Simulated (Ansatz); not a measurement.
Si2Ru:
```cif
data_Ru2Si4
_chemical_formula_sum 'Ru2 Si4'
_space_group_name_H-M_alt 'P 1'
_space_group_IT_number 1
_cell_length_a 5.96229
_cell_length_b 5.96229
_cell_length_c 2.97478
_cell_angle_alpha 90.000
_cell_angle_beta 90.000
_cell_angle_gamma 90.000
loop_
_space_group_symop_operation_xyz
  'x, y, z'
loop_
_atom_site_label
_atom_site_type_symbol
_atom_site_fract_x
_atom_site_fract_y
_atom_site_fract_z
_atom_site_occupancy
Ru1 Ru 0.00000 0.00000 0.00000 1
Ru2 Ru 0.50000 0.50000 0.50000 1
Si1 Si 0.27959 0.27959 0.00000 1
Si2 Si 0.72041 0.72041 0.00000 1
Si3 Si 0.22041 0.77959 0.50000 1
Si4 Si 0.77959 0.22041 0.50000 1
```

Relaxed with PBE.

**Question.** Which orbitals make up the states near the Fermi level in PBE (plane waves, PAW; program Ansatz)?

**Answer.** Within 0.5 eV of the Fermi level: Si 3p 50 %, Ru 4d 37 %, Si 3s 9 %. Projections are on Löwdin-orthogonalised atomic valence shells; empty p or d shells of many metals are not among them.

**Question.** Tabulate the density of states.

**Answer.** States/eV per cell of 6 atoms, in 0.25 eV bins, energy from the Fermi level.

| E (eV) | total | Si 3p | Ru 4d | Si 3s |
|---|---|---|---|---|
| -7.85 | 4.08 | 0.42 | 1.21 | 2.32 |
| -7.60 | 2.92 | 0.25 | 0.98 | 1.62 |
| -7.35 | 1.78 | 0.19 | 0.55 | 0.98 |
| -7.10 | 1.27 | 0.16 | 0.33 | 0.73 |
| -6.85 | 1.11 | 0.14 | 0.24 | 0.69 |
| -6.60 | 1.09 | 0.15 | 0.16 | 0.75 |
| -6.35 | 0.00 | 0.00 | 0.00 | 0.00 |
| -6.10 | 0.10 | 0.06 | 0.02 | 0.00 |
| -5.85 | 0.52 | 0.29 | 0.16 | 0.02 |
| -5.60 | 1.77 | 0.92 | 0.66 | 0.09 |
| -5.35 | 2.83 | 1.34 | 1.21 | 0.14 |
| -5.10 | 4.33 | 1.93 | 2.06 | 0.17 |
| -4.85 | 6.23 | 2.61 | 3.25 | 0.14 |
| -4.60 | 5.43 | 2.17 | 2.91 | 0.18 |
| -4.35 | 5.42 | 1.98 | 3.09 | 0.21 |
| -4.10 | 6.04 | 2.05 | 3.72 | 0.14 |
| -3.85 | 4.64 | 1.58 | 2.77 | 0.17 |
| -3.60 | 5.82 | 1.60 | 3.78 | 0.24 |
| -3.35 | 6.68 | 1.30 | 4.93 | 0.20 |
| -3.10 | 5.20 | 1.01 | 3.88 | 0.15 |
| -2.85 | 7.51 | 1.31 | 5.83 | 0.17 |
| -2.60 | 3.82 | 0.98 | 2.45 | 0.29 |
| -2.35 | 5.56 | 1.46 | 3.38 | 0.54 |
| -2.10 | 5.33 | 1.58 | 3.18 | 0.38 |
| -1.85 | 3.40 | 1.25 | 1.76 | 0.25 |
| -1.60 | 4.20 | 1.89 | 1.87 | 0.27 |
| -1.35 | 6.03 | 2.47 | 3.13 | 0.22 |
| -1.10 | 2.85 | 2.02 | 0.53 | 0.13 |
| -0.85 | 1.19 | 0.87 | 0.19 | 0.06 |
| -0.60 | 0.64 | 0.48 | 0.09 | 0.03 |
| -0.35 | 0.35 | 0.28 | 0.04 | 0.01 |
| -0.10 | 0.12 | 0.10 | 0.01 | 0.00 |
| 0.15 | 0.92 | 0.50 | 0.23 | 0.14 |
| 0.40 | 3.95 | 1.77 | 1.74 | 0.33 |
| 0.65 | 5.73 | 2.42 | 2.61 | 0.51 |
| 0.90 | 3.96 | 1.91 | 1.50 | 0.39 |
| 1.15 | 2.88 | 1.68 | 0.78 | 0.30 |
| 1.40 | 2.84 | 1.76 | 0.64 | 0.31 |
| 1.65 | 2.27 | 1.55 | 0.42 | 0.19 |
| 1.90 | 2.26 | 1.40 | 0.49 | 0.26 |
| 2.15 | 3.35 | 1.98 | 0.75 | 0.45 |
| 2.40 | 5.77 | 3.77 | 1.20 | 0.52 |
| 2.65 | 6.55 | 4.66 | 1.14 | 0.44 |
| 2.90 | 3.51 | 2.41 | 0.54 | 0.30 |
| 3.15 | 3.06 | 2.00 | 0.45 | 0.31 |
| 3.40 | 3.56 | 2.17 | 0.52 | 0.40 |
| 3.65 | 3.77 | 2.15 | 0.60 | 0.44 |
| 3.90 | 2.69 | 1.57 | 0.37 | 0.28 |
| 4.15 | 2.39 | 1.48 | 0.28 | 0.20 |
| 4.40 | 2.59 | 1.46 | 0.33 | 0.20 |
| 4.65 | 3.92 | 2.02 | 0.51 | 0.24 |
| 4.90 | 3.75 | 2.00 | 0.49 | 0.21 |

Space group P4_2/mnm. The start of the workflow was typed in or built on a structure type; neither database checked (COD, Materials Project) lists it. Its standing as an ambient phase is unchecked. The PBE relaxation kept the symmetry of its start; its stability against distortions is not shown here. The run is not spin-polarised. The volume moved by 21 % from the start of the relaxation. Spin–orbit coupling is left out wherever it is not named.

Potentials: the later of the program's two PAW sets.
